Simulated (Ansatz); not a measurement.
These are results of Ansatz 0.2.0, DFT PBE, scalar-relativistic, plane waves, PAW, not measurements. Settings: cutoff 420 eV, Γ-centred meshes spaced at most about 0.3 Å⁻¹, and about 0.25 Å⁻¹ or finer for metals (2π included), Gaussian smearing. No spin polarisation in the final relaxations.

All energies are static (0 K, no zero-point motion). All come from trial cells, and lower structures may exist.

Question: These unrelaxed guesses for CdS5 are each relaxed within their symmetry. Order them by the energy at which they end, lowest first.
A.

```xyz
6
Lattice="6.1733 0.0000 0.0000 -3.0866 5.3462 0.0000 0.0000 0.0000 4.4322" Properties=species:S:1:pos:R:3 pbc="T T T"
Cd    0.0000    0.0000    0.0000
S     3.0866    0.0000    2.2161
S    -1.5433    2.6731    2.2161
S     1.5433    2.6731    2.2161
S     0.0000    3.5641    2.2161
S     3.0866    1.7821    2.2161
```

B.

```xyz
6
Lattice="6.2434 0.0000 0.0000 -3.1217 5.4069 0.0000 0.0000 0.0000 5.6103" Properties=species:S:1:pos:R:3 pbc="T T T"
Cd    0.0000    0.0000    2.8051
S    -1.9927    3.4514    0.0000
S     3.9854    0.0000    0.0000
S     1.1290    1.9555    0.0000
S     3.1217    1.8023    2.8051
S     0.0000    3.6046    2.8051
```

C.

```xyz
6
Lattice="5.5767 0.0000 0.0000 -2.7883 4.8295 0.0000 0.0000 0.0000 5.4986" Properties=species:S:1:pos:R:3 pbc="T T T"
Cd    0.0000    0.0000    2.7493
S     0.0000    3.2197    1.8083
S     0.0000    3.2197    3.6902
S     2.7883    1.6098    3.6902
S     2.7883    1.6098    1.8083
S     0.0000    0.0000    0.0000
```

D.

```xyz
6
Lattice="6.1038 0.0000 0.0000 -3.0519 5.2861 0.0000 0.0000 0.0000 4.7431" Properties=species:S:1:pos:R:3 pbc="T T T"
Cd    0.0000    0.0000    0.0000
S     0.0000    3.5241    0.0000
S     3.0519    1.7620    0.0000
S     3.0519    0.0000    2.3715
S     1.5260    2.6430    2.3715
S    -1.5260    2.6430    2.3715
```

Answer: C (ends in P6/mmm, 0 meV/atom), A (ends in P6/mmm, 133 meV/atom), B (ends in P-62m, 221 meV/atom), D (ends in P6/mmm, 0.31 eV/atom). Even the lowest end lies +0.30 eV/atom against the elements.

Weakly bound directions are ill-defined at this level, which has no dispersion term (P6/mmm at 21.8 Å³/atom), and this can change margins and order among such cells. Cells relaxed within their symmetry can be saddle points. Some structure types and database cells were kept out of the candidates from the start, so a known form may be missing.
